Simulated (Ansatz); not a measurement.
Sc₂Al in space group P6_3/mmc (No. 194; Sc on 2a, Sc on 2d, Al on 2c) at seven volumes, DFT-PBEsol in the program Ansatz with PAW potentials, shape and atoms relaxed at each. One row is withheld.

```csv
V (Å³/atom),P (GPa)
18.810,?
19.430,5.09
20.050,2.37
20.670,0.00
21.290,-2.06
21.910,-3.86
22.530,-5.41
```

Question: Fit the shown pressures and predict the withheld one.

Answer: Third-order Birch–Murnaghan: P = (3/2)B₀(x^(7/2) − x^(5/2))[1 + (3/4)(B′ − 4)(x − 1)] with x = (V₀/V)^(2/3). Least squares on the six rows gives V₀ = 20.670 Å³/atom, B₀ = 73.55 GPa, B′ = 3.65. At V = 18.810, x = 1.0649 and P = 8.23 GPa. The run itself gave 8.22 GPa.

The first step of the workflow began from a Materials Project structure, measured or hypothetical; the Crystallography Open Database copy checked does not list it. Whether it is the stable phase at ambient conditions was not checked. Symmetry was held in the PBEsol relaxation; whether a distortion lowers the energy is not shown. No spin polarisation was allowed.

Potentials: the later of the program's two PAW sets.
